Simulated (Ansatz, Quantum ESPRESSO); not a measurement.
This is a calculation of MgSn2N2 for Quantum ESPRESSO 7.5. The cell comes from a database or a generator and needn't be the stable form of this composition.

Contents of pw.in:

```
&CONTROL
  calculation = 'scf'
  prefix = 'pwscf'
  outdir = './tmp'
  pseudo_dir = './pseudo'
  tprnfor = .true.
  tstress = .true.
  disk_io = 'nowf'
/
&SYSTEM
  ibrav = 0
  nat = 5
  ntyp = 3
  ecutwfc = 60
  ecutrho = 480
  nbnd = 28
  occupations = 'smearing'
  smearing = 'fd'
  degauss = 0.00367493
/
&ELECTRONS
  conv_thr = 1d-09
  electron_maxstep = 120
  mixing_beta = 0.5
/
ATOMIC_SPECIES
Sn   118.7100 Sn_pbe_v1.uspp.F.UPF
Mg    24.3050 Mg.pbe-n-kjpaw_psl.0.3.0.UPF
N     14.0070 N.pbe-n-radius_5.UPF
CELL_PARAMETERS angstrom
   3.3605490000    0.0000000000    0.0000000000
   0.0000000000    3.3605490000    0.0000000000
   0.0000000000    0.0000000000    8.1883940000
ATOMIC_POSITIONS crystal
Sn     0.0000000000    0.0000000000    0.3078630000
Sn     0.0000000000    0.0000000000    0.6921370000
Mg     0.5000000000    0.5000000000    0.0000000000
N      0.5000000000    0.0000000000    0.8473020000
N      0.0000000000    0.5000000000    0.1526980000
K_POINTS automatic
8 8 4 0 0 0
```

Potentials or basis: SSSP 1.3 efficiency PBE.

Launch:

```console
$ OMP_NUM_THREADS=1 pw.x -in pw.in > pw.out
```

**Question.** What does the same run look like in Ansatz 0.2.0? Potentials or basis there: Ansatz PAW, cutoff 420 eV.

**Answer.** As run (cutoffs and basis follow the program's own potentials, and thresholds, step limits or extra output files can differ):

Contents of input.yaml:

```yaml
crystal:
  lattice:
    - [3.360549, 0.0, 0.0]
    - [0.0, 3.360549, 0.0]
    - [0.0, 0.0, 8.188394]
  atoms:
    - { symbol: Sn, position: [0.0, 0.0, 0.307863] }
    - { symbol: Sn, position: [0.0, 0.0, 0.692137] }
    - { symbol: Mg, position: [0.5, 0.5, 0.0] }
    - { symbol: "N", position: [0.5, 0.0, 0.847302] }
    - { symbol: "N", position: [0.0, 0.5, 0.152698] }
hamiltonian:
  xc: pbe
  pseudopotentials: { kind: paw }
kpoints:
  mp_grid: { grid: [8, 8, 4] }
scf:
  occupations: { method: fermi_dirac, width: 0.05 }
output:
  forces: true
  stress: true
  eigenvalues: true
  write_density: true
  write_potential: true
  elf: true
  volumetric_format: npy
```

Potentials or basis: Ansatz PAW.

Launch:

```console
$ ansatz run input.yaml --threads 2 --pin off --max-ram 5120MiB --backend cpu --events-out ev --progress --plain --runs-dir out
```

Both were run:

|  | Quantum ESPRESSO | Ansatz |
| --- | --- | --- |
| Pressure | 0.1 GPa | 0.1 GPa |
| Largest force | 0.166 eV/Å | 0.125 eV/Å |

Ansatz's pressure holds a Pulay term of +0.24 GPa for its cutoff of 420 eV, which the other run lacks.

The potentials hold 40 and 48 valence electrons a cell.

Where Ansatz's input types no cutoff or centring, it takes its own default and a Γ-centred mesh.

Pressure is positive in compression.
